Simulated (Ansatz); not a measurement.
# RbLuS2, a database entry at a rescaled volume

```
CELL_PARAMETERS angstrom
1.99824 1.15368 7.62313
-1.99824 1.15368 7.62313
0.00000 -2.30737 7.62313
ATOMIC_POSITIONS crystal
Lu 0.50000 0.50000 0.50000
S 0.23030 0.23030 0.23030
S 0.76970 0.76970 0.76970
Rb 0.00000 0.00000 0.00000
```

The numbers come from plane-wave PAW DFT (Ansatz): r2SCAN, no spin polarisation, 500 eV, 8×8×8 Γ-centred k points, fermi-dirac occupations (width 0.1 eV). Nothing was relaxed.

Problem. What is the formation energy?

Solution. -2.11 eV an atom against the elements' usual phases (free molecules for gases, crystals otherwise, with no correction for O₂ or N₂), so it is bound against them; other compounds may still compete. Relaxing would lower it.

Problem. Where is the largest force?

Solution. The largest is on S2 (and as large on other atoms): 0.16 eV/Å, components (0.00, 0.00, -0.16). It makes 58° with the line to a nearest neighbour, Lu1 at 2.73 Å.

Problem. What is the band gap?

Solution. The gap is 2.70 eV, indirect (the least direct gap found is 3.49 eV). A semilocal functional usually gives too small a gap.

Problem. Describe some of the short contacts.

Solution. Lu–S at 2.73 Å: least valence density 0.30 e/Å³ and ELF 0.20 there. Rb–S at 3.30 Å: least valence density 0.09 e/Å³ and ELF 0.05 there, a closed-shell (ionic or weak) contact. Both are smooth PAW fields, read partly inside the augmentation spheres.

Problem. Which element gives electrons and which takes them?

Solution. Bader charges in e: Rb +0.80, Lu +2.01, S -1.41. In the mean Lu gives up most and S takes most.

Origin: a database entry at a rescaled volume.
